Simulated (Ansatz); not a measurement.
ZrO₂ in space group P4_2/nmc (No. 137; Zr on 2a, O on 4d), DFT-r²SCAN in the program Ansatz with PAW potentials. The conduction-band minimum lies at Γ, with 1 equivalent valley. Second derivatives d²E/dk² of the lowest band at one valley (eV·Å²), along Cartesian directions:

| direction | d²E/dk² |
|---|---|
| [100] | 12.04 |
| [010] | 12.04 |
| [001] | 3.431 |
| [110] | 12.04 |
| [101] | 7.738 |
| [011] | 7.738 |

Q: Find the principal effective masses, the density-of-states mass and the conductivity mass.

A: Off-diagonal terms follow from H_xy = H[110] − (H_xx + H_yy)/2, and m*/mₑ = 7.620 eV·Å² over each eigenvalue: 0.63, 0.63, 2.2. One valley's DOS mass (m₁m₂m₃)^(1/3) = 0.96, conductivity mass 3/(Σ 1/mᵢ) = 0.83 mₑ.

Q: What effective density of states Nc follows at 300 K for parabolic valleys?

A: Nc = 2.509e19 × 1 × (0.96)^(3/2) ≈ 2.4e19 cm⁻³.

This is a known high-temperature phase of the composition, computed here at zero pressure and temperature. The cell was relaxed with r²SCAN under the symmetry of its start; its stability against distortions is not shown here. The run is not spin-polarised. Scalar-relativistic: spin–orbit coupling is off unless named, which matters more the heavier the elements.

Potentials: the later of the program's two PAW sets.

Edges and masses are those of Kohn–Sham bands, whose gap is no quasiparticle gap.
